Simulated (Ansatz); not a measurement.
Start of a relaxation of Si3C2:

```cif
data_structure
_symmetry_space_group_name_H-M 'P6_3/mmc'
_symmetry_Int_Tables_number 194
_cell_length_a 2.7040
_cell_length_b 2.7040
_cell_length_c 22.4936
_cell_angle_alpha 90.000
_cell_angle_beta 90.000
_cell_angle_gamma 120.000
_cell_volume 142.43
loop_
_atom_site_label
_atom_site_type_symbol
_atom_site_symmetry_multiplicity
_atom_site_Wyckoff_symbol
_atom_site_fract_x
_atom_site_fract_y
_atom_site_fract_z
_atom_site_occupancy
Si1 Si 2 c 0.33333 0.66667 0.25000 1
Si2 Si 4 f 0.33333 0.66667 0.65000 1
C1 C 4 f 0.33333 0.66667 0.05000 1
```

The calculation used DFT PBE, scalar-relativistic, plane waves, PAW in Ansatz. Cutoff 420 eV, Gaussian smearing, Γ-centred meshes. Cell and atoms relax first on a coarse mesh and then on a finer one. In between, the cell is made exact in the group found at 0.06 Å. In metals the finer mesh still leaves noise of several meV/atom or more. The steps can't lower the symmetry of their start. No spin polarisation in the relaxation; trial moments died out in a coarse test.

A guess keeps its type if space group and coordination stay and the shape of the cell changes little (axis ratios within about 15 %, angles within 6°); the volume may change.

Question: Will the relaxed cell still be of the starting type?

Answer: It doesn't keep its type. The symmetry stays P6_3/mmc (No. 194). The volume per atom shrinks by 6.1 %, from 14.2 to 13.4 Å³. The shortest distance goes from 2.70 Å (C–C and Si–Si) to 1.80 Å (Si–C). The ratio c/a of the conventional cell changes by a factor of 0.61. Counting neighbours within 15 % of an atom's shortest distance, the start has C 12, Si 12 and the end C 3, Si 2/3. In detail, at the end Si on a site of symmetry -6m2 has 2 C at 2.57 Å and 12 Si at 3.11–3.13 Å; around Si on a site of symmetry 3m lie 3 C at 1.80 Å, 1 C at 2.83 Å and 9 Si at 3.11–3.13 Å; C is surrounded by 3 Si at 1.80 Å and 1 Si at 2.57 Å.

```
CELL_PARAMETERS angstrom
3.11438 0.00000 0.00000
-1.55719 2.69713 0.00000
0.00000 0.00000 15.92969
ATOMIC_POSITIONS crystal
Si 0.33333 0.66667 0.25000
Si 0.33333 0.66667 0.58920
Si 0.33333 0.66667 0.91080
Si 0.66667 0.33333 0.08920
Si 0.66667 0.33333 0.41080
Si 0.66667 0.33333 0.75000
C 0.33333 0.66667 0.08876
C 0.33333 0.66667 0.41124
C 0.66667 0.33333 0.58876
C 0.66667 0.33333 0.91124
```

The zero of energy is the elements' standard structures at the same level; no fitted shifts are applied.

Question: At what energy does it end?

Answer: +0.50 eV/atom. It can't be a ground state, since the elements alone are lower.

The last run used a 12×12×4 mesh (in the run's order of axes) for its 10-atom cell and Gaussian smearing of 0.10 eV. Weakly bound directions are ill-defined at this level, which has no dispersion term. The reference form of C is held partly by dispersion forces, which this level lacks. Symmetry constrained the relaxation, so the result can be a saddle point.

In counts of neighbours, a slash parts the counts of unlike sites.
